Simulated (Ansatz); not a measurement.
The cell below belongs to a search over invented structures; it isn't taken from experiment.

Input and command of a plane-wave DFT calculation in Ansatz:

```yaml
crystal:
  lattice:
    - [4.6146623956, 0.008115804, -0.0485207408]
    - [-2.2727591639, 5.581542127, -0.0257077468]
    - [-2.1973256607, -1.5817309408, 13.6119291454]
  atoms:
    - { symbol: Cs, position: [0.5, 0.0, 0.0] }
    - { symbol: Na, position: [0.0546900988, 0.3520689671, 0.7536991724] }
    - { symbol: Na, position: [0.2902561073, 0.2503558348, 0.3280476764] }
    - { symbol: Na, position: [0.9453099012, 0.6479310329, 0.2463008276] }
    - { symbol: Na, position: [0.7097438927, 0.7496441652, 0.6719523236] }
    - { symbol: Mg, position: [0.3469822337, 0.1250050672, 0.5688357335] }
    - { symbol: Mg, position: [0.0, 0.5, 0.5] }
    - { symbol: Mg, position: [0.6530177663, 0.8749949328, 0.4311642665] }
basis:
  ecutwfc: 420
kpoints:
  mp_grid: { grid: [8, 6, 4] }
hamiltonian:
  xc: pbe
scf:
  occupations: { method: gaussian, width: 0.1 }
output:
  forces: true
  stress: true
  eigenvalues: true
relax:
  adjacent_minimum: "off"
  f_tol: 0.01
  max_steps: 30
  cell: { stress_tol: 0.1, fix: [volume] }
```

```bash
ansatz run input.yaml --threads 1 --pin off --max-ram 2560MiB --backend cpu --events-out ev --progress --plain --runs-dir out
```

Processor: Intel(R) Xeon(R) 6975P-C (Granite Rapids), 1 thread, on a host shared with other jobs.

**Question.** Estimate time, memory and problem size.

**Answer.** About 3.9 min, peak memory 1.3 GiB. It solves 46 bands at 100 k points (after reduction by symmetry) with about 6829 plane waves, in 37 SCF iterations over 6 ionic steps.
